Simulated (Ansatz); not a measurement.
Consider the following.

Si2Mo:
```cif
data_MoSi2
_chemical_formula_sum 'Si2 Mo1'
_space_group_name_H-M_alt 'P 1'
_space_group_IT_number 1
_cell_length_a 4.51468
_cell_length_b 4.51468
_cell_length_c 4.51468
_cell_angle_alpha 138.618
_cell_angle_beta 138.618
_cell_angle_gamma 59.958
loop_
_space_group_symop_operation_xyz
  'x, y, z'
loop_
_atom_site_label
_atom_site_type_symbol
_atom_site_fract_x
_atom_site_fract_y
_atom_site_fract_z
_atom_site_occupancy
Si1 Si 0.66494 0.66494 0.00000 1
Si2 Si 0.33506 0.33506 0.00000 1
Mo1 Mo 0.00000 0.00000 0.00000 1
```

This is the PBEsol-relaxed structure.

Q: All from plane-wave PAW PBEsol (Ansatz code), unless another level is named. Predict the electronic character.

A: metallic (no gap).

Q: Give the density of states at the Fermi level.

A: 0.08 states/eV per atom (mean over ±0.08 eV).

Q: What about the formation energy from the elements (no fitted shifts)?

A: -58 kJ/mol of atoms.

Q: Predict the gap with spin–orbit coupling.

A: none (metallic).

Space group I4/mmm (MoSi2 or CaC2 type). Symmetry was held in the PBEsol relaxation. No spin polarisation was allowed. The references are the lowest solids computed at this level, not always the standard phases. Spin–orbit coupling is left out wherever it is not named.

Potentials: the earlier of the program's two PAW sets. The files were generated under PBE; for other functionals the program regenerates the frozen cores, and for LDA and PBEsol the local potential too.
